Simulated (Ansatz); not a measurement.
Consider the following.

ZnSnO$_{3}$:
```cif
data_O6Sn2Zn2
_chemical_formula_sum 'Zn2 Sn2 O6'
_space_group_name_H-M_alt 'P 1'
_space_group_IT_number 1
_cell_length_a 5.58972
_cell_length_b 5.58972
_cell_length_c 5.58972
_cell_angle_alpha 56.691
_cell_angle_beta 56.691
_cell_angle_gamma 56.691
loop_
_space_group_symop_operation_xyz
  'x, y, z'
loop_
_atom_site_label
_atom_site_type_symbol
_atom_site_fract_x
_atom_site_fract_y
_atom_site_fract_z
_atom_site_occupancy
Zn1 Zn 0.36505 0.36505 0.36505 1
Zn2 Zn 0.63495 0.63495 0.63495 1
Sn1 Sn 0.14916 0.14916 0.14916 1
Sn2 Sn 0.85084 0.85084 0.85084 1
O1 O 0.04963 0.44638 0.75761 1
O2 O 0.95037 0.55362 0.24239 1
O3 O 0.75761 0.04963 0.44638 1
O4 O 0.24239 0.95037 0.55362 1
O5 O 0.44638 0.75761 0.04963 1
O6 O 0.55362 0.24239 0.95037 1
```

This is the PBEsol-relaxed structure.

Task: All from PBEsol in the plane-wave PAW code Ansatz, unless another level is named. Predict the Born charges (a third of the trace).

Result: Zn +2.50, Sn +3.92, O -2.14 e.

Task: Predict the static dielectric constant ε0 (ions relaxed, cell fixed).

Result: 12.8 (xx = yy), 19.1 (zz).

Task: Next, the electronic dielectric constant ε∞ (DFPT)?

Result: 4.96 (xx = yy), 4.65 (zz).

Space group R-3. The first step of the workflow began from a Materials Project structure, measured or hypothetical; the Crystallography Open Database copy checked does not list it. Its standing as an ambient phase is unchecked. The cell was relaxed with PBEsol under the symmetry of its start; whether a distortion lowers the energy is not shown. Scalar-relativistic: spin–orbit coupling is off unless named, which matters more the heavier the elements.

Potentials: the later of the program's two PAW sets.
